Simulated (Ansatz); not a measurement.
Here is an unrelaxed guess for Ga₃Sb₂As.

```
CELL_PARAMETERS angstrom
-2.01918 2.01918 8.56668
2.01918 -2.01918 8.56668
2.01918 2.01918 -8.56668
ATOMIC_POSITIONS crystal
Ga 0.83333 0.83333 0.00000
Ga 0.50000 0.50000 0.00000
Ga 0.16667 0.16667 0.00000
Sb 0.58333 0.08333 0.50000
Sb 0.91667 0.41667 0.50000
As 0.25000 0.75000 0.50000
```

Level of theory: Ansatz 0.2.0, DFT PBE, scalar-relativistic, plane waves, PAW. Cutoff 420 eV; k points 6×6×6 on the computed 6-atom cell (Γ-centred); Gaussian smearing, width 0.10 eV; no spin polarisation.

Energies over the elements count from the elements' standard structures at the same level, with no fitted energy shifts.

Problem. Estimate its pressure, forces and energy as it stands.

Solution. The pressure is 14.1 GPa (the mean over three directions, positive in compression), the largest force is 1.61 eV/Å, and the energy is 0.00 eV/atom against the elements. The shortest distance is 2.47 Å.

Problem. How much does it gain on relaxing, and where does it end?

Solution. Relaxing gains about 0.21 eV/atom (the start's value is from the coarse mesh, so the gain is rough) in 9 ionic steps and ends at −0.20 eV/atom on the finer mesh. The symmetry stays I-4m2 (No. 119). The volume per atom grows by 19.6 %, from 23.3 to 27.8 Å³. The shortest distance goes from 2.47 Å (Ga–As and Ga–Sb) to 2.55 Å (Ga–As). Conventional cell: a = 4.287 Å, c = 18.181 Å. Around Ga on a site of symmetry 2mm lie 2 As at 2.55 Å and 2 Sb at 2.66 Å; Sb is surrounded by 4 Ga at 2.66 Å; As is surrounded by 4 Ga at 2.55 Å; 1 more site not described.

The last run used a 12×12×12 mesh for its 6-atom cell and Gaussian smearing of 0.10 eV. These runs have no spin–orbit coupling, which can matter for Sb. The reference form of As is held partly by dispersion forces, which this level lacks. The relaxation can't lower the symmetry of the start. A structure relaxed within its symmetry needn't be a true minimum.
